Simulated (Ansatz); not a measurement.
Geometry optimisation in Ansatz: input, command and trajectory.

```yaml
crystal:
  lattice:
    - [2.7417867326, 0.0, 0.0]
    - [-1.3708933663, 2.3744569622, 0.0]
    - [0.0, 0.0, 8.2756252926]
  atoms:
    - { symbol: Cu, position: [0.0, 0.0, 0.5] }
    - { symbol: Cu, position: [0.6666666667, 0.3333333333, 0.7420282924] }
    - { symbol: Cu, position: [0.6666666667, 0.3333333333, 0.2579717076] }
    - { symbol: Ge, position: [0.0, 0.0, 0.0] }
basis:
  ecutwfc: 420
kpoints:
  mp_grid: { grid: [18, 18, 6] }
hamiltonian:
  xc: lda
scf:
  occupations: { method: gaussian, width: 0.1 }
output:
  forces: true
  stress: true
  eigenvalues: true
relax:
  adjacent_minimum: "off"
  f_tol: 0.005
  max_steps: 50
  cell: { stress_tol: 0.05 }
```

```bash
ansatz run input.yaml --threads 1 --pin off --max-ram 2560MiB --backend cpu --events-out ev --progress --plain --runs-dir out
```

Method: DFT LDA, scalar-relativistic, plane waves, PAW (Ansatz 0.2.0).

Of 7 frames 7 are shown, positions in Å and forces in eV/Å; the SCF threshold varies from step to step. Steps run on the plane waves of an earlier cell, with a Pulay correction in the pressure. The basis is chosen afresh for the last frame, the zero of the energies, and at times for earlier ones too; energy and pressure step there, also at an unchanged geometry.

```xyz
4
Lattice="2.7418 0.0000 0.0000 -1.3709 2.3745 0.0000 0.0000 0.0000 8.2756" Properties=species:S:1:pos:R:3:forces:R:3 pbc="T T T" step=1 free_energy_over_end_meV_per_atom=43.87 pressure_GPa=-10.79
Cu    0.0000    0.0000    4.1378    0.0000    0.0000    0.0000
Cu    1.3709    0.7915    6.1407    0.0000    0.0000   -0.1223
Cu    1.3709    0.7915    2.1349    0.0000    0.0000    0.1223
Ge    0.0000    0.0000    0.0000    0.0000    0.0000    0.0000
4
Lattice="2.6733 0.0000 0.0000 -1.3367 2.3152 0.0000 0.0000 0.0000 8.1262" Properties=species:S:1:pos:R:3:forces:R:3 pbc="T T T" step=2 free_energy_over_end_meV_per_atom=3.24 pressure_GPa=-3.35
Cu    0.0000    0.0000    4.0631    0.0000    0.0000    0.0000
Cu    1.3367    0.7717    6.0358    0.0000    0.0000   -0.1000
Cu    1.3367    0.7717    2.0904    0.0000    0.0000    0.1000
Ge    0.0000    0.0000    0.0000    0.0000    0.0000    0.0000
4
Lattice="2.6526 0.0000 0.0000 -1.3263 2.2972 0.0000 0.0000 0.0000 8.0269" Properties=species:S:1:pos:R:3:forces:R:3 pbc="T T T" step=3 free_energy_over_end_meV_per_atom=-0.41 pressure_GPa=0.67
Cu    0.0000    0.0000    4.0135    0.0000    0.0000    0.0000
Cu    1.3263    0.7657    5.9558    0.0000    0.0000   -0.0131
Cu    1.3263    0.7657    2.0711    0.0000    0.0000    0.0131
Ge    0.0000    0.0000    0.0000    0.0000    0.0000    0.0000
4
Lattice="2.6594 0.0000 0.0000 -1.3297 2.3031 0.0000 0.0000 0.0000 8.0233" Properties=species:S:1:pos:R:3:forces:R:3 pbc="T T T" step=4 free_energy_over_end_meV_per_atom=-0.59 pressure_GPa=0.01
Cu    0.0000    0.0000    4.0116    0.0000    0.0000    0.0000
Cu    1.3297    0.7677    5.9514    0.0000    0.0000    0.0003
Cu    1.3297    0.7677    2.0718    0.0000    0.0000   -0.0003
Ge    0.0000    0.0000    0.0000    0.0000    0.0000    0.0000
4
Lattice="2.6609 0.0000 0.0000 -1.3304 2.3044 0.0000 0.0000 0.0000 8.0125" Properties=species:S:1:pos:R:3:forces:R:3 pbc="T T T" step=5 free_energy_over_end_meV_per_atom=-0.61 pressure_GPa=0.07
Cu    0.0000    0.0000    4.0063    0.0000    0.0000    0.0000
Cu    1.3304    0.7681    5.9439    0.0000    0.0000    0.0025
Cu    1.3304    0.7681    2.0686    0.0000    0.0000   -0.0025
Ge    0.0000    0.0000    0.0000    0.0000    0.0000    0.0000
4
Lattice="2.6625 0.0000 0.0000 -1.3312 2.3058 0.0000 0.0000 0.0000 8.0067" Properties=species:S:1:pos:R:3:forces:R:3 pbc="T T T" step=6 free_energy_over_end_meV_per_atom=-0.61 pressure_GPa=0.00
Cu    0.0000    0.0000    4.0034    0.0000    0.0000    0.0000
Cu    1.3312    0.7686    5.9403    0.0000    0.0000    0.0005
Cu    1.3312    0.7686    2.0665    0.0000    0.0000   -0.0005
Ge    0.0000    0.0000    0.0000    0.0000    0.0000    0.0000
4
Lattice="2.6625 0.0000 0.0000 -1.3312 2.3058 0.0000 0.0000 0.0000 8.0067" Properties=species:S:1:pos:R:3:forces:R:3 pbc="T T T" step=7 free_energy_over_end_meV_per_atom=0.00 pressure_GPa=0.01
Cu    0.0000    0.0000    4.0034    0.0000    0.0000    0.0000
Cu    1.3312    0.7686    5.9403    0.0000    0.0000    0.0006
Cu    1.3312    0.7686    2.0665    0.0000    0.0000   -0.0006
Ge    0.0000    0.0000    0.0000    0.0000    0.0000    0.0000
```